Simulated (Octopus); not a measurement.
## BeSe (F-43m, No. 216): Octopus summary

BeSe (F-43m, No. 216):
```
BeSe
1.0
    0.00000     2.58397     2.58397
    2.58397     0.00000     2.58397
    2.58397     2.58397     0.00000
Be Se
1 1
Direct
  0.00000   0.00000   0.00000
  0.75000   0.75000   0.75000
```
The cell is a database entry, not relaxed again.

Level: LDA. Code: Octopus 16.4. Numerical set-up: grid spacing about 0.21 Å, Γ-centred 8×8×8 k-mesh, no spin polarisation; valence-only HGH without core correction for Be Se. Spin-orbit coupling is left out.

Task: What band gap does LDA give on the standard high-symmetry path?

Result: 2.52 eV, from Γ to X; smallest direct gap on the path 4.07 eV. A grid finer by a fifth moves the gap between mesh points by under 0.01 eV.
